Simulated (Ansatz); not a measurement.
LiAuO₂:
```
LiAuO2
1.0
   -2.07254     2.07254     5.22833
    2.07254    -2.07254     5.22833
    2.07254     2.07254    -5.22833
Li Au O
2 2 4
Direct
  0.75000   0.25000   0.50000
  0.00000   0.00000   0.00000
  0.50000   0.50000   0.00000
  0.25000   0.75000   0.50000
  0.11923   0.62500   0.99423
  0.37500   0.88077   0.00577
  0.63077   0.12500   0.00577
  0.87500   0.36923   0.99423
```

x, y and z are the axes in which the lattice vectors are written.

Q: Give the high-frequency dielectric tensor and the Born effective charge tensors of the independent atoms from DFPT, LDA in the plane-wave PAW code Ansatz.

A: 
ε∞:
```
5.13  0.00  0.00
0.00  5.13  0.00
0.00  0.00  8.04
```
Z* of atom 1 (Li), rows: field, columns: displacement, in e:
```
1.27  0.11  0.00
0.11  1.27  0.00
0.00  0.00  1.00
```
Z* of atom 3 (Au), rows: field, columns: displacement, in e:
```
 1.24  -1.43   0.00
-1.43   1.24   0.00
 0.00   0.00   2.97
```
Z* of atom 5 (O), rows: field, columns: displacement, in e:
```
-1.16   0.00   0.74
 0.00  -1.35   0.00
 0.95   0.00  -1.99
```

Space group I4_122. The first step of the workflow began from a Materials Project structure, measured or hypothetical; the Crystallography Open Database copy checked does not list it. With Li and Au taken as one species the cell has the higher symmetry P4_2/mmc, so it may be an ordered model of a mixed-site phase. Whether it is the stable phase at ambient conditions was not checked. The cell was relaxed with LDA under the symmetry of its start; whether a distortion lowers the energy is not shown. Spin–orbit coupling is left out wherever it is not named.

Potentials: the later of the program's two PAW sets.
